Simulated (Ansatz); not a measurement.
# AlGa₃As₄: stable or not

It was reached by relaxing an invented guess, and it needn't be the stable form of this composition.

All numbers below come from DFT PBE, scalar-relativistic, plane waves, PAW in Ansatz 0.2.0. Cutoff 420 eV, Γ-centred 6×6×6 mesh (8-atom cell), Gaussian smearing of 0.02 eV, no spin polarisation.

```
Al Ga As
1.0
     5.74041    0.00000    0.00000
     0.00000    5.74041    0.00000
     0.00000    0.00000    5.74041
Al Ga As
1 3 4
Direct
  0.50000 0.50000 0.50000
  0.50000 0.00000 0.00000
  0.00000 0.00000 0.50000
  0.00000 0.50000 0.00000
  0.74932 0.25068 0.74932
  0.74932 0.74932 0.25068
  0.25068 0.25068 0.25068
  0.25068 0.74932 0.74932
```

Energies over the elements count from the elements' standard structures at the same level, with no fitted energy shifts.

Task: These tests were run: energy against the elements; random kick, then relaxation without symmetry; phonons at Γ. What do they show?

Result:

```json
{"test": "energy against the elements", "result": "−0.383 eV/atom"}
{"test": "random kick, then relaxation without symmetry", "result": "returns"}
{"test": "phonons at Γ", "result": "lowest optical mode 74 cm⁻¹"}
```

It fails none of these tests. Whether a mixture of other phases lies lower isn't tested here. Phonons away from Γ weren't computed.

The reference form of As is held partly by dispersion forces, which this level lacks. The kick test ran on a coarse mesh. The run for the phonons used a 6×6×6 k mesh.
